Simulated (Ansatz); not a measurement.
BaHfO$_{3}$:
```cif
data_BaHfO3
_chemical_formula_sum 'Ba1 Hf1 O3'
_space_group_name_H-M_alt 'P 1'
_space_group_IT_number 1
_cell_length_a 4.20629
_cell_length_b 4.20629
_cell_length_c 4.20629
_cell_angle_alpha 90.000
_cell_angle_beta 90.000
_cell_angle_gamma 90.000
loop_
_space_group_symop_operation_xyz
  'x, y, z'
loop_
_atom_site_label
_atom_site_type_symbol
_atom_site_fract_x
_atom_site_fract_y
_atom_site_fract_z
_atom_site_occupancy
Ba1 Ba 0.00000 0.00000 0.00000 1
Hf1 Hf 0.50000 0.50000 0.50000 1
O1 O 0.00000 0.50000 0.50000 1
O2 O 0.50000 0.50000 0.00000 1
O3 O 0.50000 0.00000 0.50000 1
```

This is the PBE-relaxed structure.

Problem. All from PBE (plane waves, PAW; program Ansatz), unless another level is named. Give the Hill bulk and shear moduli.

Solution. 155 and 98.7 GPa.

Problem. Predict the vibrational entropy at 300 K.

Solution. 27.4 J/(K·mol of atoms).

Problem. And the elastic constants (relaxed ions, GPa)?

Solution. C11 = 307, C12 = 78.7, C44 = 89.5.

Space group Pm-3m (cubic perovskite). The cell was relaxed with PBE under the symmetry of its start; phonons on a q-mesh show no instability. No spin polarisation was allowed. Spin–orbit coupling is left out wherever it is not named.

Potentials: the later of the program's two PAW sets.
